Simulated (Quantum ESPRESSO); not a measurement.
Sn3ZnMoTa3, input and log of a self-consistent run

A calculation, not a measurement. The program is pw.x of Quantum ESPRESSO 7.5 (plane-wave density functional theory). The cell is made up: eight metal atoms on a face-centred cubic lattice, with elements, volume, strain and displacements drawn at random and not relaxed, so it may be unstable or far from any real phase. PseudoDojo standard norm-conserving files set the functional (PBE unless stated); there is no spin polarisation or spin-orbit coupling, the Fermi-Dirac width of 0.25 eV means electrons at about 2900 K, and the masses in the input are unused placeholders. The tin pseudopotential is less sure than most, with forces differing by about three percent from a second method on plain tin. Heavy elements are run without spin-orbit coupling, which real alloys of them have. A spin test at this wide smearing found no moment, but such smearing suppresses magnetism that the real alloy may have.

Input:

```
&control calculation='scf', pseudo_dir='./dojo.nc.sr.pbe.v0_5.standard.upf', outdir='./o', disk_io='minimal', tprnfor=.true., tstress=.true. /
&system ibrav=0, nat=8, ntyp=4, nbnd=71, ecutwfc=87.97787729, nosym=.true., tot_charge=0,
 occupations='smearing', smearing='fd', degauss=0.0183746611
/
&electrons conv_thr=1.470e-08, electron_maxstep=70, mixing_beta=0.5 /
ATOMIC_SPECIES
Mo 1.0 Mo.upf
Sn 1.0 Sn.upf
Ta 1.0 Ta.upf
Zn 1.0 Zn.upf
CELL_PARAMETERS angstrom
0.0304 4.258 4.2106
4.2966 0.0313 4.2097
4.3345 4.295 -0.0067
ATOMIC_POSITIONS angstrom
Sn 0.1701 0.0111 -0.0411
Zn 2.1197 2.1065 -0.0358
Mo 2.1221 -0.0995 2.1538
Ta 4.0786 2.144 2.1354
Sn 0.1345 2.2003 2.0655
Sn 2.2338 4.2048 2.135
Ta 2.2244 2.1408 4.2599
Ta 4.2416 4.5783 4.2472
K_POINTS automatic
5 5 5 1 1 1
```

The log is shortened where brackets say so; the opening notice, blank lines, dates and the lines on written files are dropped, and the path of the files is cut. It prints rydbergs, bohrs and kilobars, and counts compression as positive stress. Its total energy is the free energy E - TS of the whole cell.

```
     Program PWSCF v.7.5
     Parallel version (MPI & OpenMP), running on       4 processor cores
     Number of MPI processes:                 4
     Threads/MPI process:                     1
     [start-up lines left out]
     bravais-lattice index     =            0
     lattice parameter (alat)  =      11.3164  a.u.
     unit-cell volume          =    1041.9370 (a.u.)^3
     number of atoms/cell      =            8
     number of atomic types    =            4
     number of electrons       =       115.00
     number of Kohn-Sham states=           71
     kinetic-energy cutoff     =      87.9779  Ry
     charge density cutoff     =     351.9115  Ry
     scf convergence threshold =      1.5E-08
     mixing beta               =       0.5000
     number of iterations used =            8  plain     mixing
     Exchange-correlation= PBE
                           (   1   4   3   4   0   0   0)
     [axes and pseudopotential details left out]
   Cartesian axes
     site n.     atom                  positions (alat units)
         1        Sn     tau(   1) = (   0.0284050   0.0018536  -0.0068633  )
         2        Zn     tau(   2) = (   0.3539691   0.3517649  -0.0059782  )
         3        Mo     tau(   3) = (   0.3543699  -0.0166155   0.3596635  )
         4        Ta     tau(   4) = (   0.6810862   0.3580270   0.3565909  )
         5        Sn     tau(   5) = (   0.0224602   0.3674285   0.3449183  )
         6        Sn     tau(   6) = (   0.3730227   0.7021604   0.3565241  )
         7        Ta     tau(   7) = (   0.3714530   0.3574926   0.7113615  )
         8        Ta     tau(   8) = (   0.7083056   0.7645312   0.7092408  )
     number of k points=    63  Fermi-Dirac smearing, width (Ry)=  0.0184
                       cart. coord. in units 2pi/alat
        k(    1) = (   0.0691355   0.0697664   0.0711705), wk =   0.0320000
        k(    2) = (   0.2071567   0.2091078  -0.0707360), wk =   0.0320000
     [further k points left out]
     Dense  grid:   116147 G-vectors     FFT dimensions: (  72,  72,  72)
     Estimated max dynamical RAM per process >     471.66 MB
     Estimated total dynamical RAM >       1.76 GB
     Initial potential from superposition of free atoms
     starting charge     114.9911, renormalised to     115.0000
     Starting wfcs are   77 randomized atomic wfcs
     total cpu time spent up to now is       20.8 secs
     per-process dynamical memory:   373.9 Mb
     Self-consistent Calculation
     iteration #  1     ecut=    87.98 Ry     beta= 0.50
     Davidson diagonalization with overlap
     ethr =  1.00E-02,  avg # of iterations =  3.1
     Threshold (ethr) on eigenvalues was too large:
     Diagonalizing with lowered threshold
     Davidson diagonalization with overlap
     ethr =  9.07E-04,  avg # of iterations =  2.3
     total cpu time spent up to now is      115.9 secs
     total energy              =   -1421.41077290 Ry
     estimated scf accuracy    <       1.06517417 Ry
     iteration #  2     ecut=    87.98 Ry     beta= 0.50
     Davidson diagonalization with overlap
     ethr =  9.26E-04,  avg # of iterations =  4.0
     total cpu time spent up to now is      168.9 secs
     total energy              =   -1421.04840241 Ry
     estimated scf accuracy    <       9.96122627 Ry
     iteration #  3     ecut=    87.98 Ry     beta= 0.50
     Davidson diagonalization with overlap
     ethr =  9.26E-04,  avg # of iterations =  2.7
     total cpu time spent up to now is      212.8 secs
     total energy              =   -1421.88792659 Ry
     estimated scf accuracy    <       0.27319864 Ry
     iteration #  4     ecut=    87.98 Ry     beta= 0.50
     Davidson diagonalization with overlap
     ethr =  2.38E-04,  avg # of iterations =  3.2
     total cpu time spent up to now is      256.9 secs
     total energy              =   -1421.92706747 Ry
     estimated scf accuracy    <       0.02364470 Ry
     iteration #  5     ecut=    87.98 Ry     beta= 0.50
     Davidson diagonalization with overlap
     ethr =  2.06E-05,  avg # of iterations =  7.3
     total cpu time spent up to now is      309.1 secs
     total energy              =   -1421.92805523 Ry
     estimated scf accuracy    <       0.02578253 Ry
     [iterations 6 to 9 left out]
     iteration # 10     ecut=    87.98 Ry     beta= 0.50
     Davidson diagonalization with overlap
     ethr =  6.09E-08,  avg # of iterations =  2.0
     total cpu time spent up to now is      515.5 secs
     total energy              =   -1421.93231205 Ry
     estimated scf accuracy    <       0.00000290 Ry
     iteration # 11     ecut=    87.98 Ry     beta= 0.50
     Davidson diagonalization with overlap
     ethr =  2.53E-09,  avg # of iterations =  4.0
     total cpu time spent up to now is      559.0 secs
     total energy              =   -1421.93231260 Ry
     estimated scf accuracy    <       0.00000014 Ry
     iteration # 12     ecut=    87.98 Ry     beta= 0.50
     Davidson diagonalization with overlap
     ethr =  1.26E-10,  avg # of iterations =  4.0
     total cpu time spent up to now is      606.4 secs
     total energy              =   -1421.93231263 Ry
     estimated scf accuracy    <       0.00000005 Ry
     iteration # 13     ecut=    87.98 Ry     beta= 0.50
     Davidson diagonalization with overlap
     ethr =  4.37E-11,  avg # of iterations =  2.2
     total cpu time spent up to now is      647.8 secs
     total energy              =   -1421.93231263 Ry
     estimated scf accuracy    <       0.00000010 Ry
     iteration # 14     ecut=    87.98 Ry     beta= 0.50
     Davidson diagonalization with overlap
     ethr =  4.37E-11,  avg # of iterations =  2.0
     total cpu time spent up to now is      685.6 secs
     End of self-consistent calculation
     [lines on levels left out]
!    total energy              =   -1421.93231264 Ry
     estimated scf accuracy    <          2.6E-09 Ry
     smearing contrib. (-TS)   =      -0.09958443 Ry
     internal energy E=F+TS    =   -1421.83272821 Ry
     The total energy is F=E-TS. E is the sum of the following terms:
     one-electron contribution =    -507.40144087 Ry
     hartree contribution      =     319.89779668 Ry
     xc contribution           =    -286.76802331 Ry
     ewald contribution        =    -947.56106071 Ry
     convergence has been achieved in  14 iterations
     Forces acting on atoms (cartesian axes, Ry/au):
     atom    1 type  2   force =    -0.04057515    0.00212745    0.03296131
     atom    2 type  4   force =    -0.00329343    0.02615310   -0.01059966
     atom    3 type  1   force =    -0.01237135    0.01550965   -0.00590953
     atom    4 type  3   force =     0.06920575   -0.01128018    0.00622397
     atom    5 type  2   force =    -0.02733012   -0.01737997   -0.01035940
     atom    6 type  2   force =    -0.00727187    0.05668653   -0.04682924
     atom    7 type  3   force =    -0.02130137   -0.00656686    0.02063059
     atom    8 type  3   force =     0.04293755   -0.06524972    0.01388195
     Total force =     0.150865     Total SCF correction =     0.000091
     Computing stress (Cartesian axis) and pressure
          total   stress  (Ry/bohr**3)                   (kbar)     P=       16.14
   0.00004800   0.00005361  -0.00017932            7.06        7.89      -26.38
   0.00005361   0.00010684   0.00012727            7.89       15.72       18.72
  -0.00017932   0.00012727   0.00017428          -26.38       18.72       25.64
     init_run     :     19.98s CPU     20.58s WALL (       1 calls)
     electrons    :    660.05s CPU    664.91s WALL (       1 calls)
     forces       :      4.83s CPU      4.84s WALL (       1 calls)
     stress       :     16.95s CPU     17.31s WALL (       1 calls)
     [timing details left out]
     PWSCF        :  11m42.10s CPU  11m48.05s WALL
     JOB DONE.
```

In other units: free energy -19346.375 eV for the cell, pressure 1.61 GPa, largest force component 1.779 eV/Å in size. The run took 710 s of wall time with four MPI processes on a shared machine (Intel Xeon, older, virtual cores), so the time is rough. A rerun of this cell at a higher cutoff and on a denser mesh moved values by no more than 0.004 eV in energy, 0.08 GPa in stress and 0.008 eV/Å in force, and a second program with other atomic files agreed on that cell to 2 % rms in force and 0.5 GPa in pressure.